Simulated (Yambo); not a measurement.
Material: KF (rock salt, space group Fm-3m, No. 225) under isotropic strain of +1 % on all lattice vectors; a = 3.786 Å, b = 3.786 Å, c = 3.786 Å, α = 60.00°, β = 60.00°, γ = 60.00° (2 atoms in the cell). The PBEsol cell relaxed from Materials Project entry mp-463 was given an isotropic strain of +1 % on all lattice vectors, and the atoms were relaxed again.

With PBEsol (Quantum ESPRESSO, PseudoDojo norm-conserving, 84 Ry, without SOC), the gap between the mesh's edge points (Γ → Γ) is 6.031 eV.

Q: Estimate the G0W0 gap between the same points from Yambo (4×4×4 Γ-centred k mesh, 140 bands and a 14 Ry block in the screening, 140 bands in G with the Bruneval-Gonze terminator, plasmon pole fitted at 27.2 eV).

A: The correction is 3.865 eV, giving 9.896 eV, 1.6 times the PBEsol value.  Convergence of the G0W0 settings was not tested.
